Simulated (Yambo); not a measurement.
G0W0@PBEsol for BaH$_{2}$ (space group Pnma, No. 62) in Yambo. Reference settings: 2×2×1 Γ-centred k mesh, 310 bands and a 7 Ry block in the screening, 310 bands in G with the Bruneval-Gonze terminator, plasmon pole fitted at 27.2 eV. The PBEsol gap Γ → (-0.5, -0.5, 0) on this mesh is 3.07 eV; G0W0 gaps are taken between the same points.

With and without the terminator, as bands are cut:

```csv
bands in G (in W),"gap, terminator (eV)","gap, none (eV)","valence shift, terminator (eV)","valence shift, none (eV)"
109 (310),4.677,4.647,-0.952,-0.531
195 (310),4.686,4.694,-1.056,-0.890
310 (310),4.688,4.698,-1.079,-1.011
```

Over this range the gap spans 0.011 eV with the terminator and 0.051 eV without, the valence shift 0.127 eV and 0.480 eV. Neither column has reached its limit for certain.

Geometry of the Materials Project entry, not relaxed at this level; primitive cell a = 6.8428 Å, b = 4.1783 Å, c = 7.8908 Å, α = β = γ = 90.00°.

A shift is the quasiparticle energy of the state minus its PBEsol energy.
